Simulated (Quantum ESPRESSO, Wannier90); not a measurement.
## SnAs (rock salt): Wannier90 run

Materials Project entry mp-2182; symmetrised, unrelaxed at this level. COD (Crystallography Open Database) has an entry of this formula and space group (matched by these alone). Method: LDA plane waves in Quantum ESPRESSO 7.5 (PseudoDojo norm-conserving files, 64 Ry, no spin polarisation, no spin-orbit coupling), Bloch states on a 10×10×10 mesh through Γ, Wannier90 4.0.1. Density: 10×10×10 mesh, cold smearing 0.01 Ry. Spin-orbit coupling is left out although heavy elements are present.

On the energy scale of pw.x, whose zero is arbitrary, the Fermi level lies at 10.89 eV.

Input w.win:

```
num_bands = 15
num_wann = 8
exclude_bands = 1-10
num_iter = 1000
conv_tol = 1.0e-6
conv_window = 4
dis_num_iter = 1000
dis_conv_tol = 1.0e-6
dis_froz_max = 12.39
trial_step = 10.0
write_hr = true
write_u_matrices = true
begin projections
f=0.50234,0.49645,0.48870: s;p
f=0.00306,0.00871,0.00270: s;p
end projections
begin unit_cell_cart
ang
    0.0000000000    2.8768700000    2.8768700000
    2.8768700000    0.0000000000    2.8768700000
    2.8768700000    2.8768700000    0.0000000000
end unit_cell_cart
begin atoms_frac
Sn   0.5000000000  0.5000000000  0.5000000000
As   0.0000000000  0.0000000000  0.0000000000
end atoms_frac
mp_grid = 10 10 10
begin kpoints
0.0000000000 0.0000000000 0.0000000000
0.0000000000 0.0000000000 0.1000000000
0.0000000000 0.0000000000 0.2000000000
... (997 more lines: the 10x10x10 mesh through Gamma)
end kpoints
```

Input of pw2wannier90.x that gives the overlap and projection files (equivalent; here they were cut from one run over all bands):

```
&inputpp
  outdir = './out'
  prefix = 'pwscf'
  seedname = 'w'
  write_amn = .true.
  write_mmn = .true.
/
```

Output w.wout (banner and timings cut):

```
                                    ------
                                    SYSTEM
                                    ------

                              Lattice Vectors (Ang)
                    a_1     0.000000   2.876870   2.876870
                    a_2     2.876870   0.000000   2.876870
                    a_3     2.876870   2.876870   0.000000

                   Unit Cell Volume:      47.62014  (Ang^3)

                        Reciprocal-Space Vectors (Ang^-1)
                    b_1    -1.092018   1.092018   1.092018
                    b_2     1.092018  -1.092018   1.092018
                    b_3     1.092018   1.092018  -1.092018

 *----------------------------------------------------------------------------*
 |   Site       Fractional Coordinate          Cartesian Coordinate (Ang)     |
 +----------------------------------------------------------------------------+
 | sn   1   0.50000   0.50000   0.50000   |    2.87687   2.87687   2.87687    |
 | as   1   0.00000   0.00000   0.00000   |    0.00000   0.00000   0.00000    |
 *----------------------------------------------------------------------------*
                                ------------
                                K-POINT GRID
                                ------------

             Grid size = 10 x 10 x 10      Total points = 1000

 *---------------------------------- MAIN ------------------------------------*
 |  Number of Wannier Functions               :                 8             |
 |  Number of Objective Wannier Functions     :                 8             |
 |  Number of input Bloch states              :                15             |
 |  Output verbosity (1=low, 5=high)          :                 1             |
 |  Timing Level (1=low, 5=high)              :                 1             |
 |  Optimisation (0=memory, 3=speed)          :                 3             |
 |  Length Unit                               :               Ang             |
 |  Post-processing setup (write *.nnkp)      :                 F             |
 |  Using Gamma-only branch of algorithms     :                 F             |
 *----------------------------------------------------------------------------*
 *------------------------------- WANNIERISE ---------------------------------*
 |  Total number of iterations                :              1000             |
 |  Number of CG steps before reset           :                 5             |
 |  Trial step length for line search         :            10.000             |
 |  Convergence tolerence                     :         0.100E-05             |
 |  Convergence window                        :                 4             |
 |  Iterations between writing output         :                 1             |
 |  Iterations between backing up to disk     :               100             |
 |  Write r^2_nm to file                      :                 F             |
 |  Write xyz WF centres to file              :                 F             |
 |  Write on-site energies <0n|H|0n> to file  :                 F             |
 |  Use guiding centre to control phases      :                 F             |
 |  Use phases for initial projections        :                 F             |
 *----------------------------------------------------------------------------*
 *------------------------------- DISENTANGLE --------------------------------*
 |  Using band disentanglement                :                 T             |
 |  Total number of iterations                :              1000             |
 |  Mixing ratio                              :             0.500             |
 |  Convergence tolerence                     :         1.000E-06             |
 |  Convergence window                        :                 3             |
 *----------------------------------------------------------------------------*
 *-------------------------------- PLOTTING ----------------------------------*
 |  Plotting Hamiltonian in WF basis          :                 T             |
 *----------------------------------------------------------------------------*

       ... (k-mesh section left out)

 Starting a new Wannier90 calculation ...

 Reading overlaps from w.mmn

 Reading projections from w.amn

 *------------------------------- DISENTANGLE --------------------------------*
 +----------------------------------------------------------------------------+
 |                              Energy  Windows                               |
 |                              ---------------                               |
 |                   Outer:   -2.26960  to   29.36727  (eV)                   |
 |                   Inner:   -2.26960  to   12.39000  (eV)                   |
 +----------------------------------------------------------------------------+
   Number of target bands to extract:    8

                   Unitarised projection of Wannier functions
                   ------------------------------------------
   A_mn = <psi_m|g_n> --> S = A.A^+ --> U = S^-1/2.A
   In dis_project... done
   Using an inner window (linner = T)
   In dis_proj_froz... done

                   Extraction of optimally-connected subspace
                   ------------------------------------------
 +---------------------------------------------------------------------+<-- DIS
 |  Iter     Omega_I(i-1)      Omega_I(i)      Delta (frac.)           |<-- DIS
 +---------------------------------------------------------------------+<-- DIS
       1      16.02389098      13.75813206       1.647E-01    <-- DIS
       2      14.11827966      13.16362137       7.252E-02    <-- DIS
       3      13.49730821      12.75824398       5.793E-02    <-- DIS
       4      13.01355834      12.45731520       4.465E-02    <-- DIS
       5      12.64585622      12.22815656       3.416E-02    <-- DIS
       6      12.36617727      12.05118220       2.614E-02    <-- DIS
       ... (lines left out)
     101      11.33355123      11.33366235      -9.805E-06    <-- DIS
       ... (lines left out)
     195      11.33299683      11.33300800      -9.861E-07    <-- DIS
     196      11.33299665      11.33300753      -9.596E-07    <-- DIS
     197      11.33299648      11.33300707      -9.339E-07    <-- DIS

             <<<      Delta < 1.000E-06  over  3 iterations     >>>
             <<< Disentanglement convergence criteria satisfied >>>

        Final Omega_I    11.33300707 (Ang^2)

 +----------------------------------------------------------------------------+

 Writing checkpoint file w.chk... done

 *------------------------------- WANNIERISE ---------------------------------*
 +--------------------------------------------------------------------+<-- CONV
 | Iter  Delta Spread     RMS Gradient      Spread (Ang^2)            |<-- CONV
 +--------------------------------------------------------------------+<-- CONV

 ------------------------------------------------------------------------------
 Initial State
  WF centre and spread    1  (  2.835132,  2.851904,  2.871483 )     1.82500672
  WF centre and spread    2  (  2.875770,  2.876251,  2.879292 )     2.62681604
  WF centre and spread    3  (  2.915371,  2.876223,  2.876402 )     2.62355204
  WF centre and spread    4  (  2.875769,  2.900175,  2.876415 )     2.62524401
  WF centre and spread    5  (  0.030632,  0.015531,  0.030874 )     1.22503063
  WF centre and spread    6  (  0.001112,  0.000585, -0.028353 )     1.95819034
  WF centre and spread    7  ( -0.027820,  0.000604,  0.000849 )     1.95830003
  WF centre and spread    8  (  0.001098, -0.014077,  0.000833 )     1.95905542
  Sum of centres and spreads ( 11.507063, 11.507198, 11.507794 )    16.80119524

      0     0.168E+02     0.0000000000       16.8011952352  <-- CONV
        O_D=      0.0006335 O_OD=      5.4675547 O_TOT=     16.8011952 <-- SPRD
 ------------------------------------------------------------------------------
      1    -0.525E-01     0.1159370754       16.7487281842  <-- CONV
        O_D=      0.0003294 O_OD=      5.4153917 O_TOT=     16.7487282 <-- SPRD
      2    -0.839E-01     0.1481644573       16.6648217384  <-- CONV
        O_D=      0.0003758 O_OD=      5.3314389 O_TOT=     16.6648217 <-- SPRD
      3    -0.620E-01     0.1664736855       16.6028326486  <-- CONV
        O_D=      0.0006075 O_OD=      5.2692181 O_TOT=     16.6028326 <-- SPRD
      4    -0.323E-01     0.1190324228       16.5705724646  <-- CONV
        O_D=      0.0005217 O_OD=      5.2370436 O_TOT=     16.5705725 <-- SPRD
      5    -0.157E-01     0.0844261356       16.5548268489  <-- CONV
        O_D=      0.0002928 O_OD=      5.2215270 O_TOT=     16.5548268 <-- SPRD
       ... (lines left out)
    100    -0.394E-02     0.0366122919       14.2012821642  <-- CONV
        O_D=      0.0006491 O_OD=      2.8676260 O_TOT=     14.2012822 <-- SPRD
       ... (lines left out)
    200    -0.163E-03     0.0076820871       14.0229975976  <-- CONV
        O_D=      0.0003832 O_OD=      2.6896074 O_TOT=     14.0229976 <-- SPRD
       ... (lines left out)
    288    -0.866E-06     0.0005522533       14.0205378665  <-- CONV
        O_D=      0.0003713 O_OD=      2.6871595 O_TOT=     14.0205379 <-- SPRD
    289    -0.822E-06     0.0007305389       14.0205370440  <-- CONV
        O_D=      0.0003713 O_OD=      2.6871587 O_TOT=     14.0205370 <-- SPRD
    290    -0.822E-06     0.0005265198       14.0205362215  <-- CONV
        O_D=      0.0003713 O_OD=      2.6871578 O_TOT=     14.0205362 <-- SPRD
             <<<     Delta < 1.000E-06  over  4 iterations     >>>
             <<< Wannierisation convergence criteria satisfied >>>
 Final State
  WF centre and spread    1  (  2.441746,  2.501608,  2.641732 )     1.98225437
  WF centre and spread    2  (  2.858587,  2.850924,  3.494908 )     1.98231384
  WF centre and spread    3  (  3.435189,  2.693944,  2.677613 )     1.97912625
  WF centre and spread    4  (  2.769443,  3.458377,  2.689669 )     1.97904309
  WF centre and spread    5  (  0.316790,  0.252463,  0.321016 )     1.52341324
  WF centre and spread    6  (  0.110369,  0.129086, -0.487132 )     1.52283069
  WF centre and spread    7  ( -0.488718,  0.126474,  0.106188 )     1.52362512
  WF centre and spread    8  (  0.063312, -0.506241,  0.061599 )     1.52792962
  Sum of centres and spreads ( 11.506718, 11.506634, 11.505594 )    14.02053622

         Spreads (Ang^2)       Omega I      =    11.333007068
        ================       Omega D      =     0.000371330
                               Omega OD     =     2.687157824
    Final Spread (Ang^2)       Omega Total  =    14.020536222
```
